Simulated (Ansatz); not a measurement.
KTlO2 (R-3m) under pressure

```xyz
4
Lattice="1.7245 0.9956 6.1004 -1.7245 0.9956 6.1004 0.0000 -1.9913 6.1004" Properties=species:S:1:pos:R:3 pbc="T T T"
K     0.0000    0.0000    9.1506
Tl    0.0000    0.0000    0.0000
O     0.0000    0.0000   13.3958
O     0.0000    0.0000    4.9054
```

This is the zero-pressure cell under r²SCAN. Cell and atoms are relaxed by PAW (default files of Ansatz 0.2.0, cutoff 500 eV, stress met within about 0.05 GPa) at each pressure, in this structure whether or not another phase would take over; P is the pressure reached, less that of this cell. Levels come from r²SCAN, PAW on Ansatz 0.2.0's default frozen-core files (fitted under PBE), scalar-relativistic; k mesh 8×8×8, fixed occupations, cutoff 500 eV. Conduction levels are in eV over the valence top (at T), at fixed fractional wave vectors.

| P (GPa) | V/V₀ | c/a | Γ | T ∥ z | F (oblique) | L (oblique) |
| --- | --- | --- | --- | --- | --- | --- |
| -2.00 | 1.0253 | 5.3246 | 1.223 | 2.169 | 3.913 | 4.112 |
| 0.00 | 1.0000 | 5.3062 | 1.305 | 2.274 | 4.015 | 4.224 |
| 2.00 | 0.9778 | 5.2896 | 1.380 | 2.371 | 4.107 | 4.326 |
| 4.01 | 0.9582 | 5.2734 | 1.449 | 2.459 | 4.193 | 4.420 |
| 7.02 | 0.9325 | 5.2523 | 1.543 | 2.581 | 4.311 | 4.550 |
| 10.02 | ? | ? | ? | ? | ? | ? |
| 15.03 | 0.8787 | 5.2057 | 1.759 | 2.857 | 4.580 | 4.847 |

Task: Fit the third-order Birch-Murnaghan equation to the rows shown.

Result: With f = [(V₀/V)^(2/3) − 1]/2, the normalised pressure F = P/[3f(1 + 2f)^(5/2)] is 83.9 GPa at f = -0.0083, 85.5 GPa at f = 0.0075, 86.3 GPa at f = 0.0144, 87.3 GPa at f = 0.0238, 89.7 GPa at f = 0.0450. The line F = B₀[1 + (3/2)(B′ − 4)f] gives B₀ = 84.7 GPa and B′ = 4.9.

Task: What are the volume deformation potentials and pressure coefficients of these levels at zero pressure?

Result: 

```
      level  dE/dlnV (eV)  dE/dP = −(dE/dlnV)/B₀ (meV/GPa)  mean slope up to 2.0 GPa (meV/GPa)
          Γ         -3.30                             39.0                                37.4
      T ∥ z         -4.25                             50.1                                48.0
F (oblique)         -4.09                             48.3                                46.1
L (oblique)         -4.52                             53.4                                50.9
```

dE/dlnV is the slope of a cubic fit in ln V at V₀. The last column is read from two rows and shows how the slope bends with pressure.

Task: What belongs in the row at 10.02 GPa?

Result: The fits give V/V₀ = 0.9102 and Γ = 1.629 eV. Computed: V/V₀ = 0.9103, c/a = 5.2336, Γ = 1.629, T ∥ z = 2.691, F (oblique) = 4.418, L (oblique) = 4.669.

Keep in mind: the structure is a database entry and needn't be the stable phase; no other phase was computed; many crystals of this kind change structure within this range, and rows or crossings beyond such a change describe a metastable lattice; frozen-core PAW files fitted under PBE, their cores solved anew for the functional of the run; no spin-orbit coupling on heavy atoms; semilocal gaps are low, and the spacing of valleys can be off by tenths of an eV; levels are read at fixed fractional k, so an edge that moves off these points is missed.
